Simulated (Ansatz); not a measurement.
K2MgH4:
Space group I4/mmm (No. 139); a = 4.009 Å, b = 4.009 Å, c = 13.535 Å, α = 90.00°, β = 90.00°, γ = 90.00°

```
atom  site  symmetry       x       y       z
----  ----  --------  ------  ------  ------
K       4e       4mm  0.0000  0.0000  0.3559
Mg      2a     4/mmm  0.0000  0.0000  0.0000
H       4c      mmm.  0.0000  0.5000  0.0000
H       4e       4mm  0.0000  0.0000  0.1478
```
(The calculation used a cell of 7 atoms; values per cell refer to that cell.)

Relaxed with r²SCAN.

Q: Tabulate the valence density and the electron localisation function along the shortest K–H contact (2.80 Å), DFT-r²SCAN in the program Ansatz with PAW potentials.

A: 

| distance from K (Å) | density (e/Å³) | ELF |
|---|---|---|
| 0.28 | 4.14 | 0.72 |
| 0.42 | 3.69 | 0.83 |
| 0.56 | 2.77 | 0.87 |
| 0.70 | 1.75 | 0.88 |
| 0.84 | 0.96 | 0.84 |
| 0.98 | 0.48 | 0.72 |
| 1.12 | 0.23 | 0.42 |
| 1.26 | 0.12 | 0.11 |
| 1.40 | 0.08 | 0.04 |
| 1.54 | 0.07 | 0.04 |
| 1.68 | 0.08 | 0.19 |
| 1.82 | 0.11 | 0.66 |
| 1.96 | 0.17 | 0.95 |
| 2.10 | 0.25 | 0.99 |
| 2.24 | 0.40 | 1.00 |
| 2.38 | 0.63 | 1.00 |
| 2.52 | 1.03 | 1.00 |

The density is the valence pseudo-density with augmentation charge, so density and ELF within about 1 Å of a nucleus are not all-electron values.

The workflow started from a Materials Project entry (that database holds measured and hypothetical structures alike); the Crystallography Open Database files this formula in space group No. 139, but the cells were not matched. Its standing as an ambient phase is unchecked. The cell was relaxed with r²SCAN under the symmetry of its start; its stability against distortions is not shown here.

Potentials: the later of the program's two PAW sets.
